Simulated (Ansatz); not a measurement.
The relaxed structure here is a generated cell of TePb: the first start was made by placing the elements on the sites of a structure type, and the end was not matched to a known phase here, so it may be hypothetical. Known forms of TePb include space group No. 225.

One stationary structure of TePb. Space group P6₃mc (No. 186). Computed with PBE (plane waves to 420 eV, PAW, scalar-relativistic; Ansatz, a quantum-chemistry and plane-wave program).

Space group P6₃mc (No. 186); a = b = 5.5358 Å, c = 19.4257 Å, α = β = 90.00°, γ = 120.00°

```csv
atom,site,symmetry,x,y,z
Pb,2a,3m.,0.0000,0.0000,0.0162
Pb,2b,3m.,0.3333,0.6667,0.3468
Pb,2b,3m.,0.6667,0.3333,0.1864
Te,2a,3m.,0.0000,0.0000,0.3577
Te,2b,3m.,0.3333,0.6667,0.1876
Te,2b,3m.,0.6667,0.3333,0.0291
```

Question: What band gap does PBE give?

Answer: 1.29 eV, indirect (valence top at K, conduction bottom at k = (0.1667, 0.1667, 0)) (no spin-orbit coupling).

Question: Give the smallest direct gap at the level PBE.

Answer: 1.65 eV at K.

No spin polarisation in the result. Spin-orbit coupling is missing; with elements this heavy it can move band edges by tenths of an eV or more.

The run could not lose the symmetry of its start: the end is stationary, and may be a saddle point rather than a minimum.
